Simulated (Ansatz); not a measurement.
A distorted cell of Ni (fcc, Cu type):

```xyz
1
Lattice="0.0000 1.8025 1.8025 1.8025 0.0000 1.8025 1.8025 1.8025 0.0000" Properties=species:S:1:pos:R:3 pbc="T T T"
Ni     0.0000     0.0000     0.0000
```

The numbers are results of PBEsol (plane waves to 420 eV, PAW, scalar-relativistic; Ansatz, a quantum-chemistry and plane-wave program), not measurements. k mesh 23×23×23 (Γ-centred), Fermi-Dirac smearing 0.05 eV. Energies are smeared free energies. Compression counts positive. Ni was relaxed with its symmetry unable to fall. Relaxed Ni ends ferromagnetic. The PAW data are Ansatz's earlier set. The magnetic order is the one the run started from; other orders were not tried.

Q: What is the stress tensor (GPa)?

A: 
```
  -20.6      0.0      0.0
    0.0    -20.6      0.0
    0.0      0.0    -20.6
```
The pressure, a third of the trace, is -20.6 GPa.

Q: It is the relaxed cell scaled evenly to V/V₀ = 1.128, atoms relaxed where free. What is its energy relative to the relaxed cell?

A: 96 meV/atom.

(Under strain, the slope of the energy per volume gives the stress and its curvature an elastic modulus.)
